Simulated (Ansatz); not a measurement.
Input:

NbRu:
```
NbRu
1.0
    3.13929     0.00000     0.00000
    0.00000     3.13929     0.00000
    0.00000     0.00000     3.13929
Nb Ru
1 1
Direct
  0.00000   0.00000   0.00000
  0.50000   0.50000   0.50000
```

This is the PBEsol-relaxed structure.

### Question
All from PBEsol in the plane-wave PAW code Ansatz, unless another level is named. Predict the formation energy from the elements (no fitted shifts).

### Answer
-0.15 eV/atom.

### Question
And the density of states at the Fermi level?

### Answer
1.6 states/eV per atom (mean over ±0.08 eV).

### Question
What about the gap with spin–orbit coupling?

### Answer
none (metallic).

Space group Pm-3m (CsCl type). The workflow started from a Materials Project entry (that database holds measured and hypothetical structures alike); the Crystallography Open Database files this formula in space group No. 221, but the cells were not matched. Its standing as an ambient phase is unchecked. The PBEsol relaxation kept the symmetry of its start. At this level the phase is mechanically unstable. The run is not spin-polarised. The references are the lowest solids computed at this level, not always the standard phases. Spin–orbit coupling is left out wherever it is not named.

Potentials: the later of the program's two PAW sets.
